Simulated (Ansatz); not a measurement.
OsN$_{2}$ in space group Pnnm (No. 58; Os on 2a, N on 4g) at seven volumes, the program Ansatz at the PBEsol level (PAW), shape and atoms relaxed at each. One row is withheld.

| V (Å³/atom) | P (GPa) |
|---|---|
| 8.127 | 45.64 |
| 8.395 | ? |
| 8.663 | 12.72 |
| 8.931 | -0.01 |
| 9.199 | -10.72 |
| 9.467 | -19.73 |
| 9.735 | -27.27 |

Task: Fit the shown pressures and predict the withheld one.

Result: Third-order Birch–Murnaghan: P = (3/2)B₀(x^(7/2) − x^(5/2))[1 + (3/4)(B′ − 4)(x − 1)] with x = (V₀/V)^(2/3). Least squares on the six rows gives V₀ = 8.931 Å³/atom, B₀ = 387.5 GPa, B′ = 4.70. At V = 8.395, x = 1.0421 and P = 27.75 GPa. The run itself gave 27.79 GPa.

The workflow started from a Materials Project entry (that database holds measured and hypothetical structures alike); the Crystallography Open Database copy checked does not list it. Its standing as an ambient phase is unchecked. The PBEsol relaxation kept the symmetry of its start; its stability against distortions is not shown here. The run is not spin-polarised. Its formation energy is positive at this level, so the cell may be metastable or incomplete. Scalar-relativistic: spin–orbit coupling is off unless named, which matters more the heavier the elements.

Potentials: the later of the program's two PAW sets.
